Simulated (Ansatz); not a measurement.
Nb4AlC3:
```cif
data_C6Al2Nb8
_chemical_formula_sum 'Al2 Nb8 C6'
_space_group_name_H-M_alt 'P63/mmc'
_space_group_IT_number 194
_space_group_name_Hall '-P 6c 2c'
_cell_length_a 3.14219
_cell_length_b 3.14219
_cell_length_c 24.27742
_cell_angle_alpha 90.000
_cell_angle_beta 90.000
_cell_angle_gamma 120.000
loop_
_atom_site_label
_atom_site_type_symbol
_atom_site_symmetry_multiplicity
_atom_site_Wyckoff_symbol
_atom_site_fract_x
_atom_site_fract_y
_atom_site_fract_z
_atom_site_occupancy
Al1 Al 2 c 0.33333 0.66667 0.25000 1
Nb1 Nb 4 e 0.00000 0.00000 0.15699 1
Nb2 Nb 4 f 0.33333 0.66667 0.05516 1
C1 C 4 f 0.66667 0.33333 0.10832 1
C2 C 2 a 0.00000 0.00000 0.00000 1
```

Relaxed at zero pressure with DFT-r²SCAN in the program Ansatz with PAW potentials.

Problem. The volume is lowered by 9 % and shape and atoms relax at that volume. What pressure results, and how do the axes share the change?

Solution. 26.1 GPa; a -2.9 %, b -2.9 %, c -3.6 %; the energy rises by 87 meV/atom.

Problem. Give the new structure.

Solution. 
Space group P6₃/mmc (No. 194); a = 3.053 Å, b = 3.053 Å, c = 23.410 Å, α = 90.00°, β = 90.00°, γ = 120.00°

| atom | site | symmetry | x | y | z |
|---|---|---|---|---|---|
| Al | 2c | -6m2 | 0.3333 | 0.6667 | 0.2500 |
| Nb | 4e | 3m. | 0.0000 | 0.0000 | 0.1600 |
| Nb | 4f | 3m. | 0.3333 | 0.6667 | 0.0559 |
| C | 4f | 3m. | 0.6667 | 0.3333 | 0.1100 |
| C | 2a | -3m. | 0.0000 | 0.0000 | 0.0000 |

The phase is kept; no other phase was compared at this pressure.

Space group P6_3/mmc. The first step of the workflow began from a Materials Project structure, measured or hypothetical; the Crystallography Open Database copy checked does not list it. Whether it is the stable phase at ambient conditions was not checked. The cell was relaxed with r²SCAN under the symmetry of its start; its stability against distortions is not shown here. The run is not spin-polarised.

Potentials: the later of the program's two PAW sets.
